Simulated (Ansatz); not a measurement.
An Ansatz (a first-principles code) input:

Ansatz 0.2 input:
```yaml
crystal:
  lattice:
    - [4.7598868869, 0.0, 0.0]
    - [0.0, 4.7598868869, 0.0]
    - [0.0, 0.0, 3.2008380494]
  atoms:
    - { symbol: Sn, position: [0.0, 0.0, 0.0] }
    - { symbol: Sn, position: [0.5, 0.5, 0.5] }
    - { symbol: O, position: [0.3059145653, 0.3059145653, 0.0] }
    - { symbol: O, position: [0.8059145653, 0.1940854347, 0.5] }
    - { symbol: O, position: [0.1940854347, 0.8059145653, 0.5] }
    - { symbol: O, position: [0.6940854347, 0.6940854347, 0.0] }
kpoints:
  mp_grid: { grid: [5, 5, 7] }
  band_path:
    path:
      - [[0.0, 0.0, 0.0], [0.0, 0.5, 0.0], [0.5, 0.5, 0.0], [0.0, 0.0, 0.0], [0.0, 0.0, 0.5], [0.0, 0.5, 0.5], [0.5, 0.5, 0.5], [0.0, 0.0, 0.5]]  # Γ-X-M-Γ-Z-R-A-Z
      - [[0.0, 0.5, 0.0], [0.0, 0.5, 0.5]]  # X-R
      - [[0.5, 0.5, 0.0], [0.5, 0.5, 0.5]]  # M-A
      - [VBM, CBM]
    npoints: 8
hamiltonian:
  xc: r2scan
  pseudopotentials: { kind: paw }
magnetization: { noncollinear: true, spin_orbit: true }
scf:
  n_extra_bands: 12
  convergence: { dr2_threshold: 0.0000000001 }
  occupations: { method: gaussian, width: 0.01 }
checkpoint: { write: soc.run }
output: { eigenvalues: true }
```

Q: How many symmetry operations and irreducible k-points will the run report?

A: 16 operations, 24 of 175 k-points.

Q: With a cutoff of 500 eV, how many plane waves at Γ?

A: 1867.

It took about 4 core-minutes (a rough figure) on shared server cores.

Space group P4_2/mnm (rutile). The r²SCAN relaxation kept the symmetry of its start.

Potentials: the later of the program's two PAW sets.

Ansatz is a plane-wave DFT program.
